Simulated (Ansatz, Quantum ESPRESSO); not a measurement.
# Equation of state of RuAu under PBE

```
CELL_PARAMETERS angstrom
3.16481 0.00000 0.00000
0.00000 3.16481 0.00000
0.00000 0.00000 3.16481
ATOMIC_POSITIONS crystal
Ru 0.00000 0.00000 0.00000
Au 0.50000 0.50000 0.50000
```

The cell comes from a database or a generator and needn't be the stable form of this composition.

The cell was scaled at fixed shape and fractions and run with Ansatz, all-electron LAPW, scalar-relativistic; PBE, k mesh 8 × 8 × 8 on the cell of 2 atoms, fermi-dirac occupations of 0.05 eV, no spin polarisation, no spin-orbit coupling. Energies are those that the program minimises, any entropy of the smearing included. For a metal such a mesh isn't converged to the digits shown.

```tsv
V (Å³/atom)	energy over the lowest row (meV/atom)
14.8984	44.53
15.2154	19.46
15.5324	5.03
15.8494	0.00
16.1664	3.26
16.4834	?
16.8004	30.80
```

Question: Fit the third-order Birch-Murnaghan form, give V0, B0 and B′, and predict the energy left open.

Answer: With y = (V0/V)^(2/3), E = E0 + (9 V0 B0/16) [(y - 1)³ B′ + (y - 1)² (6 - 4y)]. Least squares through the rows shown give V0 = 15.8769 Å³/atom, E0 = -0.03 meV, B0 = 207.1 GPa (1 eV/Å³ = 160.218 GPa) and B′ = 5.31, with a largest miss of 0.01 meV. At V = 16.4834 the form with these constants gives 13.81 meV; the run gave 13.82 meV an atom. Other set-ups at this level, from all their volumes (Å³/atom, GPa): Ansatz, Ansatz PAW (earlier soft set): V0 15.879, B0 207.4; Quantum ESPRESSO, SSSP 1.3 efficiency PBE: V0 15.838, B0 208.7.
